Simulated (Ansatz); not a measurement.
ZnHg4Te5:
```
CELL_PARAMETERS angstrom
      2.29016     1.32222    18.75142
     -2.29016     1.32222    18.75142
      0.00000    -2.64445    18.75142
ATOMIC_POSITIONS crystal
  Zn 0.59978 0.59978 0.59978
  Hg 0.99800 0.99800 0.99800
  Hg 0.39947 0.39947 0.39947
  Hg 0.80102 0.80102 0.80102
  Hg 0.20270 0.20270 0.20270
  Te 0.04825 0.04825 0.04825
  Te 0.44978 0.44978 0.44978
  Te 0.85134 0.85134 0.85134
  Te 0.25320 0.25320 0.25320
  Te 0.64686 0.64686 0.64686
```

Relaxed with r²SCAN.

Problem. Give the Bader charges and basin volumes of the independent atoms, r²SCAN (plane waves, PAW; program Ansatz).

Solution. 

```csv
atom,Bader charge (e),Bader volume (Å³)
Zn1,+0.62,18.6
Hg2,+0.17,29.9
Hg3,+0.17,30.1
Hg4,+0.17,30.1
Hg5,+0.17,30.0
Te6,-0.17,39.6
Te7,-0.17,39.7
Te8,-0.18,39.7
Te9,-0.51,43.8
Te10,-0.28,39.2
```

Space group R3m. The first step of the workflow began from a Materials Project structure, measured or hypothetical; the Crystallography Open Database copy checked does not list it. Whether it is the stable phase at ambient conditions was not checked. Symmetry was held in the r²SCAN relaxation; its stability against distortions is not shown here. Scalar-relativistic: spin–orbit coupling is off unless named, which matters more the heavier the elements.

Potentials: the later of the program's two PAW sets.
